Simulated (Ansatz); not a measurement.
Input file for Ansatz (an electronic-structure program):

Ansatz 0.2 input:
```yaml
crystal:
  lattice:
    - [2.8694529689, 0.0, 0.0]
    - [0.0, 2.8694529689, 0.0]
    - [0.0, 0.0, 2.8694529689]
  atoms:
    - { symbol: Zn, position: [0.5, 0.5, 0.5] }
    - { symbol: Cu, position: [0.0, 0.0, 0.0] }
kpoints:
  mp_grid: { grid: [30, 30, 30] }
hamiltonian:
  xc: lda
  pseudopotentials: { kind: paw }
scf:
  occupations: { method: fermi_dirac, width: 0.1 }
elastic: { mode: relaxed_ion, stencil: two_point, amplitude: 0.005, f_tol: 0.0005 }
```

Output (shortened):

```
Pseudopotential: Zn, paw, valence charge 12
Pseudopotential: Cu, paw, valence charge 19
Functional definition: SPW92
Crystal: 2 atoms, lattice volume = 23.626 Å³
Basis set: ecut = 420 eV, 461 PW (Γ)
Bands: 20, of which v1, the nominal top of the filled ones, is band 16 counted from 1 (15 counted from 0)
Symmetry: 48 space group operations
Space group: Pm-3m (ITA 221), of the structure as read, at distance tolerance 2.9e-5 Å
k-points: 816 of 27000
SCF iter   1: F=—  HF=-9802.204254 eV  |F-HF|=—  |Δ(HF+E_count)|=         —  Δρ=1.55e-2  dr2=2.51e-2  ethr=1.77e-3  ⟨swp⟩=5.2  Hψ=69538  notcnv=0
preconditioner: auto → none
SCF iter   2: F=—  HF=-9802.198423 eV  |F-HF|=—  |Δ(HF+E_count)|=   5.83e-3  Δρ=2.80e-3  dr2=6.76e-4  ethr=8.09e-5  ⟨swp⟩=2.1  Hψ=31643  notcnv=0  defer=87
SCF iter   3: F=—  HF=-9802.198282 eV  |F-HF|=—  |Δ(HF+E_count)|=   1.41e-4  Δρ=1.50e-3  dr2=1.74e-4  ethr=2.18e-6  ⟨swp⟩=2.1  Hψ=25007  notcnv=0  defer=87
SCF iter   4: F=—  HF=-9802.198261 eV  |F-HF|=—  |Δ(HF+E_count)|=   2.01e-5  Δρ=3.31e-4  dr2=1.48e-5  ethr=5.61e-7  ⟨swp⟩=2.0  Hψ=19985  notcnv=0  defer=87
SCF iter   5: F=—  HF=-9802.198250 eV  |F-HF|=—  |Δ(HF+E_count)|=   1.10e-5  Δρ=6.78e-5  dr2=7.84e-7  ethr=4.78e-8  ⟨swp⟩=2.0  Hψ=24326  notcnv=0  defer=87
SCF iter   6: F=—  HF=-9802.198249 eV  |F-HF|=—  |Δ(HF+E_count)|=   1.41e-6  Δρ=7.67e-6  dr2=4.91e-9  ethr=2.53e-9  ⟨swp⟩=1.3  Hψ=17976  notcnv=0  defer=87
SCF iter   7: F=—  HF=-9802.198249 eV  |F-HF|=—  |Δ(HF+E_count)|=  2.31e-10  Δρ=6.70e-7  dr2=3.88e-11  ethr=1.59e-11  ⟨swp⟩=2.2  Hψ=26765  notcnv=0  defer=87
SCF iter   8: F=—  HF=-9802.198249 eV  |F-HF|=—  |Δ(HF+E_count)|=  3.09e-11  Δρ=2.57e-8  dr2=9.01e-14  ethr=1.00e-12  ⟨swp⟩=4.4  Hψ=85579  notcnv=0
SCF iter   9: F=-9802.198249 eV  HF=-9802.198249 eV  |F-HF|=0.00e0  |Δ(HF+E_count)|=  1.82e-12  Δρ=2.86e-9  dr2=1.33e-15  ethr=1.00e-12  ⟨swp⟩=4.1  Hψ=57068  notcnv=0
SCF 1 converged in 9 iterations: F = -9802.198249 eV  dr2 = 1.33e-15
Crystal: 2 atoms, lattice volume = 23.508 Å³
Symmetry: 16 space group operations
k-points: 2176 of 27000
iter 1 solved again at ethr=1.72e-6 eV; its pass at ethr=3.10e-3 eV (dr2=5.34e-4 eV) is discarded
SCF iter   1: F=—  HF=-9802.197999 eV  |F-HF|=—  |Δ(HF+E_count)|=         —  Δρ=1.76e-3  dr2=5.14e-4  ethr=1.72e-6  ⟨swp⟩=2.0  Hψ=221850  notcnv=0  defer=12
preconditioner: auto → none
SCF iter   2: F=—  HF=-9802.197900 eV  |F-HF|=—  |Δ(HF+E_count)|=   9.84e-5  Δρ=2.31e-4  dr2=4.26e-6  ethr=1.66e-6  ⟨swp⟩=2.0  Hψ=54079  notcnv=0  defer=12
SCF iter   3: F=—  HF=-9802.197893 eV  |F-HF|=—  |Δ(HF+E_count)|=   7.44e-6  Δρ=1.34e-4  dr2=3.23e-6  ethr=1.37e-8  ⟨swp⟩=2.0  Hψ=77386  notcnv=0  defer=12
SCF iter   4: F=—  HF=-9802.197892 eV  |F-HF|=—  |Δ(HF+E_count)|=   1.29e-6  Δρ=3.03e-5  dr2=1.38e-7  ethr=1.04e-8  ⟨swp⟩=2.1  Hψ=63234  notcnv=0  defer=12
SCF iter   5: F=—  HF=-9802.197892 eV  |F-HF|=—  |Δ(HF+E_count)|=   2.07e-9  Δρ=1.39e-5  dr2=1.56e-8  ethr=4.47e-10  ⟨swp⟩=2.0  Hψ=67677  notcnv=0  defer=12
SCF iter   6: F=—  HF=-9802.197892 eV  |F-HF|=—  |Δ(HF+E_count)|=   1.60e-8  Δρ=3.07e-6  dr2=1.05e-9  ethr=5.03e-11  ⟨swp⟩=2.0  Hψ=64170  notcnv=0  defer=12
SCF iter   7: F=—  HF=-9802.197892 eV  |F-HF|=—  |Δ(HF+E_count)|=  5.93e-10  Δρ=4.73e-7  dr2=3.04e-11  ethr=3.38e-12  ⟨swp⟩=2.0  Hψ=74608  notcnv=0  defer=12
SCF iter   8: F=—  HF=-9802.197892 eV  |F-HF|=—  |Δ(HF+E_count)|=  1.82e-12  Δρ=3.14e-8  dr2=1.59e-13  ethr=9.82e-14 (applied; sched 1.00e-12)  ⟨swp⟩=2.1  Hψ=69805  notcnv=0  defer=178
SCF iter   9: F=-9802.197892 eV  HF=-9802.197892 eV  |F-HF|=3.64e-12  |Δ(HF+E_count)|=  1.82e-12  Δρ=2.45e-9  dr2=8.16e-16  ethr=1.00e-12  ⟨swp⟩=4.3  Hψ=155121  notcnv=0
SCF 2 converged in 9 iterations: F = -9802.197892 eV  dr2 = 8.16e-16
Crystal: 2 atoms, lattice volume = 23.745 Å³
iter 1 solved again at ethr=1.09e-10 eV; its pass at ethr=3.10e-3 eV (dr2=3.37e-8 eV) is discarded
SCF iter   1: F=—  HF=-9802.198029 eV  |F-HF|=—  |Δ(HF+E_count)|=         —  Δρ=1.53e-5  dr2=4.03e-8  ethr=1.09e-10  ⟨swp⟩=3.0  Hψ=248726  notcnv=0  defer=12
preconditioner: auto → none
SCF iter   2: F=—  HF=-9802.198029 eV  |F-HF|=—  |Δ(HF+E_count)|=   8.94e-9  Δρ=3.01e-6  dr2=9.77e-10  ethr=1.09e-10  ⟨swp⟩=2.6  Hψ=67625  notcnv=0  defer=12
SCF iter   3: F=—  HF=-9802.198029 eV  |F-HF|=—  |Δ(HF+E_count)|=  7.28e-10  Δρ=1.47e-6  dr2=3.26e-10  ethr=3.15e-12  ⟨swp⟩=2.0  Hψ=70211  notcnv=0  defer=12
SCF iter   4: F=—  HF=-9802.198029 eV  |F-HF|=—  |Δ(HF+E_count)|=  3.82e-11  Δρ=3.81e-7  dr2=1.21e-11  ethr=1.05e-12  ⟨swp⟩=2.0  Hψ=64245  notcnv=0  defer=12
SCF iter   5: F=—  HF=-9802.198029 eV  |F-HF|=—  |Δ(HF+E_count)|=  1.27e-11  Δρ=2.65e-7  dr2=9.07e-12  ethr=3.91e-14 (applied; sched 1.00e-12)  ⟨swp⟩=2.0  Hψ=68628  notcnv=0  defer=183
SCF iter   6: F=-9802.198029 eV  HF=-9802.198029 eV  |F-HF|=0.00e0  |Δ(HF+E_count)|=  1.82e-12  Δρ=7.63e-9  dr2=8.18e-15  ethr=1.00e-12  ⟨swp⟩=3.8  Hψ=196965  notcnv=0
SCF 3 converged in 6 iterations: F = -9802.198029 eV  dr2 = 8.18e-15
Crystal: 2 atoms, lattice volume = 23.626 Å³
Symmetry: 8 space group operations
k-points: 3856 of 27000
iter 1 solved again at ethr=2.09e-8 eV; its pass at ethr=3.10e-3 eV (dr2=6.47e-6 eV) is discarded
SCF iter   1: F=—  HF=-9802.198056 eV  |F-HF|=—  |Δ(HF+E_count)|=         —  Δρ=2.23e-4  dr2=3.42e-6  ethr=2.09e-8  ⟨swp⟩=3.0  Hψ=444985  notcnv=0  defer=20
preconditioner: auto → none
SCF iter   2: F=—  HF=-9802.198055 eV  |F-HF|=—  |Δ(HF+E_count)|=   1.11e-6  Δρ=9.93e-5  dr2=6.84e-7  ethr=1.10e-8  ⟨swp⟩=1.0  Hψ=76808  notcnv=0  defer=20
SCF iter   3: F=—  HF=-9802.198054 eV  |F-HF|=—  |Δ(HF+E_count)|=   8.64e-7  Δρ=3.40e-6  dr2=7.89e-10  ethr=2.21e-9  ⟨swp⟩=2.6  Hψ=121132  notcnv=0  defer=20
SCF iter   4: F=—  HF=-9802.198054 eV  |F-HF|=—  |Δ(HF+E_count)|=   1.54e-9  Δρ=2.14e-6  dr2=6.12e-10  ethr=2.55e-12  ⟨swp⟩=2.0  Hψ=137222  notcnv=0  defer=20
SCF iter   5: F=—  HF=-9802.198054 eV  |F-HF|=—  |Δ(HF+E_count)|=  1.69e-10  Δρ=3.26e-7  dr2=1.20e-11  ethr=1.97e-12  ⟨swp⟩=2.0  Hψ=117529  notcnv=0  defer=20
SCF iter   6: F=—  HF=-9802.198054 eV  |F-HF|=—  |Δ(HF+E_count)|=  1.82e-12  Δρ=8.74e-8  dr2=8.09e-13  ethr=3.86e-14 (applied; sched 1.00e-12)  ⟨swp⟩=2.0  Hψ=118881  notcnv=0  defer=315
SCF iter   7: F=—  HF=-9802.198054 eV  |F-HF|=—  |Δ(HF+E_count)|=  1.82e-12  Δρ=3.72e-8  dr2=1.64e-13  ethr=1.00e-12  ⟨swp⟩=4.9  Hψ=296114  notcnv=0
SCF iter   8: F=-9802.198054 eV  HF=-9802.198054 eV  |F-HF|=1.82e-12  |Δ(HF+E_count)|=    0.00e0  Δρ=1.65e-8  dr2=3.18e-14  ethr=1.00e-12  ⟨swp⟩=4.0  Hψ=243880  notcnv=0
SCF 4 converged in 8 iterations: F = -9802.198054 eV  dr2 = 3.18e-14
Crystal: 2 atoms, lattice volume = 23.626 Å³
iter 1 solved again at ethr=1.21e-11 eV; its pass at ethr=3.10e-3 eV (dr2=3.75e-9 eV) is discarded
SCF iter   1: F=—  HF=-9802.198054 eV  |F-HF|=—  |Δ(HF+E_count)|=         —  Δρ=5.01e-6  dr2=4.22e-9  ethr=1.21e-11  ⟨swp⟩=3.3  Hψ=448682  notcnv=0  defer=14
preconditioner: auto → none
SCF iter   2: F=—  HF=-9802.198054 eV  |F-HF|=—  |Δ(HF+E_count)|=   1.10e-9  Δρ=1.86e-6  dr2=5.04e-10  ethr=1.21e-11  ⟨swp⟩=1.1  Hψ=77341  notcnv=0  defer=14
SCF iter   3: F=—  HF=-9802.198054 eV  |F-HF|=—  |Δ(HF+E_count)|=  1.67e-10  Δρ=7.34e-7  dr2=7.08e-11  ethr=1.62e-12  ⟨swp⟩=2.0  Hψ=99222  notcnv=0  defer=14
SCF iter   4: F=—  HF=-9802.198054 eV  |F-HF|=—  |Δ(HF+E_count)|=  2.18e-11  Δρ=1.35e-7  dr2=1.97e-12  ethr=2.28e-13 (applied; sched 1.00e-12)  ⟨swp⟩=2.2  Hψ=123462  notcnv=0  defer=173
SCF iter   5: F=-9802.198054 eV  HF=-9802.198054 eV  |F-HF|=1.82e-12  |Δ(HF+E_count)|=  3.64e-12  Δρ=2.09e-8  dr2=5.64e-14  ethr=1.00e-12  ⟨swp⟩=3.6  Hψ=308015  notcnv=0
SCF 5 converged in 5 iterations: F = -9802.198054 eV  dr2 = 5.64e-14
SCF converged after 9 iterations
Free energy (F): -9802.198249 eV
Harris-Foulkes:  -9802.198249 eV  (|F-HF|=0.00e0)
Internal energy: -9802.182591 eV  (E = F + TS)
E sigma→0 (E₀):  -9802.190420 eV
Entropy (-TS):   -0.015658 eV (-7.829 meV/atom)
Fermi energy:    15.614259 eV
--- Per-component energies (eV) ---
  E_band       = -287.968654
  E_kinetic    = 434.676932
  E_local      = -5607.303868  (includes V_loc(G=0)·N_el)
  E_nonlocal   = 1007.370469
  E_hartree    = 2446.868959
  E_xc         = -227.099070
  E_vxc        = -172.206456  (∫ρ·V_xc dr)
  E_paw        = -3345.991953  (= ΣΔE_a)
  E_vpaw       = -844.243447  (= ΣTr[D̂ρ^β])
  E_aug_tail   = -0.000200  (compensation charges beyond the density's cutoff)
  E_ewald      = -4512.710662
  E_core_change = 2.006801  (= ΣΔE_core)
  E_smearing   = -0.015658  (= −TS)
  E_closure    = 0.000000  (closes the sum)
  Σ components = -9802.198249   (vs F -9802.198249, Δ=0.00e0)
  [band-id]    e_kinetic+e_local+e_nonlocal+2·e_hartree+e_vxc+e_vpaw+e_augmentation_tail = -287.968652   (vs E_band -287.968654, Δ=2.49e-6)
--- Forces (eV/Å), atoms counted from 1 ---
  atom   1  Zn     0.00000000     0.00000000     0.00000000
  atom   2  Cu     0.00000000     0.00000000     0.00000000
  max |Σ_I F_I| component: 0.0 eV/Å
--- Stress (GPa, compression-positive) ---
        0.088386       0.000000       0.000000
        0.000000       0.088386       0.000000
        0.000000       0.000000       0.088386
  P = ⅓ Tr σ = 0.0884 GPa (0.884 kbar)
--- Band table (eV; the first three rows and the last of 816) ---
  k-point 0: bands = ["-96.7786", "-54.5898", "-54.5898", "-54.5898", "4.5820", "7.4244", "7.4244", "8.2530", "8.2530", "8.2530", "11.7678", "11.7678", "12.7043", "12.7043", "12.7043", "21.9850", "21.9850", "21.9850", "27.4453", "27.4453"]
  k-point 1: bands = ["-96.7786", "-54.5900", "-54.5898", "-54.5898", "4.6033", "7.4274", "7.4295", "8.2510", "8.2510", "8.2542", "11.7659", "11.7700", "12.6960", "12.6960", "12.7032", "21.7672", "22.0186", "22.0186", "27.4557", "27.6065"]
  k-point 2: bands = ["-96.7786", "-54.5904", "-54.5898", "-54.5898", "4.6672", "7.4363", "7.4446", "8.2450", "8.2450", "8.2576", "11.7604", "11.7764", "12.6716", "12.6716", "12.6999", "21.2016", "22.1188", "22.1188", "27.4868", "27.9288"]
  k-point 815: bands = ["-96.7761", "-54.6018", "-54.6018", "-54.6018", "7.5751", "7.5751", "7.5751", "8.6211", "8.6211", "10.9054", "10.9054", "10.9054", "12.9904", "12.9904", "19.8274", "20.1163", "20.1163", "20.1163", "20.3821", "20.3821"]
--- Elastic constants: 2 strain directions × 2 members + reference (group order 48) ---
  dense FFT box of the reference and of every strained cell: 20×20×20
  strains applied: 11, 23; error gains: componentwise 1.00 (the most a stress slope's error grows in a printed constant), spectral 1.73 (1 for all six strains …
  C = ∂σ_k/∂η_j (tension-positive GPa; Voigt order 11 22 33 23 13 12):
       157.080    152.921    152.921      0.000      0.000      0.000
       152.921    157.080    152.921      0.000      0.000      0.000
       152.921    152.921    157.080      0.000      0.000      0.000
         0.000      0.000      0.000    106.255      0.000      0.000
         0.000      0.000      0.000      0.000    106.255      0.000
         0.000      0.000      0.000      0.000      0.000    106.255
  reference stress σ⁰ (GPa):     -0.088     -0.088     -0.088      0.000      0.000      0.000
  C* (energy form; C + prestress term) asymmetry max|C*_kj − C*_jk| = 5.684e-14 GPa — a small one proves nothing (zero by symmetry where the batch's group is …
  moduli (Voigt/Reuss/Hill, GPa): K = 154.31/154.31/154.31   G = 64.58/5.05/34.82   E = 97.15   ν = 0.395
  mechanically stable: yes (min eigenvalue of sym C = 4.16 GPa)
  where every solve meets its electron count the energy-path curvature estimates C_jj along a normal strain and C_jj − ¼(σ⁰_aa + σ⁰_bb) along a shear (ab), of …
  strain η (Voigt 11):  stress-route row diagonal C_11 = 157.08 GPa, energy-path curvature d²(F+E_count+ΔE)/dδ²/Ω₀ = 157.03 GPa
         δ    σ_11 (GPa)             F (eV)   n_scf  n_hpsi   n_pw
    -5.000e-3      -0.8887       -9802.1978918       9  882774    480   relax 0 steps, max|allowed force component| 0.0 eV/Å
     5.000e-3       0.6821       -9802.1980289       6  751246    480   relax 0 steps, max|allowed force component| 0.0 eV/Å
  strain η (Voigt 23):  stress-route row diagonal C_44 = 106.26 GPa, energy-path curvature d²(F+E_count+ΔE)/dδ²/Ω₀ = 106.35 GPa
         δ    σ_23 (GPa)             F (eV)   n_scf  n_hpsi   n_pw
    -5.000e-3      -0.5313       -9802.1980539       8  1618305    480   relax 0 steps, max|allowed force component| 0.0 eV/Å
     5.000e-3       0.5313       -9802.1980539       5  1118472    480   relax 0 steps, max|allowed force component| 0.0 eV/Å
```

Cost: very roughly 4 core-minutes on shared cores.

The LDA relaxation kept the symmetry of its start; of distortions, only those at the zone centre were tested. The run is not spin-polarised. As this level gives no gap, shear constants depend on the k-mesh and smearing (Fermi–Dirac, 0.1 eV here).

Potentials: the later of the program's two PAW sets.

Ansatz is a plane-wave DFT program.
